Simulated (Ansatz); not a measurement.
Cr (P63/mmc); parallel moments.

```
CELL_PARAMETERS angstrom
0.00000 0.00000 4.41000
2.71400 0.00000 0.00000
0.00000 4.70079 0.00000
ATOMIC_POSITIONS crystal
Cr 0.25000 0.00000 0.33333
Cr 0.25000 0.50000 0.83333
Cr 0.75000 0.50000 0.16667
Cr 0.75000 0.00000 0.66667
```

The geometry is a structure as deposited in COD, repeated to hold the magnetic orders, held fixed and not relaxed.

Settings: LDA, 6×10×6 k mesh, Fermi–Dirac smearing of 0.03 eV. AE-PAW is all-electron PAW in Ansatz 0.2.0 on datasets made for the crystal. Site moments are integrated in spheres about the atoms. Start moments (μB): Cr1 3, Cr2 3, Cr3 3, Cr4 3.

The self-consistent cycle went as follows.

| iteration | Harris–Foulkes energy less the last (meV) | density residual (eV) | M (μB) | ∫|m| (μB) |
| --- | --- | --- | --- | --- |
| 1 | -4919.643 | 2.4e+01 | 6.5961 | 6.6013 |
| 2 | -1122.167 | 7.4e+00 | 6.8754 | 6.8782 |
| 3 | 537.427 | 5.4e-01 | 7.0646 | 7.0667 |
| 4 | 832.791 | 9.3e-02 | 6.5602 | 6.5622 |
| 5 | 616.739 | 1.7e-02 | 6.3340 | 6.3358 |
| 6 | 332.173 | 2.4e-03 | 6.1134 | 6.1150 |
| 7 | 270.231 | 7.5e-04 | 5.8773 | 5.8788 |
| 8 | 223.629 | 1.3e-04 | 5.6484 | 5.6498 |
| 9 | 187.536 | 7.0e-04 | 5.4061 | 5.4074 |
| 10 | 157.397 | 1.0e-03 | 5.1777 | 5.1789 |
| 11 | 74.649 | 3.3e-04 | 4.4467 | 4.4475 |
| 12 | 10.700 | 1.7e-04 | 3.1601 | 3.1603 |
| 13 | 3.177 | 1.2e-03 | 2.9246 | 2.9247 |
| 14 | 2.496 | 8.0e-05 | 2.7879 | 2.7880 |
| 15 | 1.395 | 6.5e-04 | 2.6179 | 2.6180 |
| 16 | 0.872 | 1.2e-05 | 2.3991 | 2.3992 |
| 17 | 0.102 | 1.1e-04 | 2.0651 | 2.0652 |
| 18 | 0.005 | 4.1e-05 | 1.9631 | 1.9633 |
| 19 | 0.003 | 3.8e-06 | 1.9248 | 1.9250 |
| 20 | 0.002 | 1.1e-06 | 1.9217 | 1.9219 |
| 21 | 0.000 | 1.1e-07 | 1.9020 | 1.9022 |
| 22 | 0.000 | 1.9e-08 | 1.8937 | 1.8939 |
| 23 | 0.000 | 8.5e-09 | 1.8968 | 1.8969 |

Site moments (μB): Cr1 0.43, Cr2 0.43, Cr3 0.43, Cr4 0.43. Cell moment 1.90 μB.

This cell lies far from its zero-pressure volume, so the numbers describe the cell as given rather than the relaxed compound. The Ansatz runs typed with the search for lower states off end where their start leads. These are results for the start and cell typed. The real compound can order otherwise, in a larger cell, or not at all, since semilocal functionals at zero temperature often overstate magnetism.
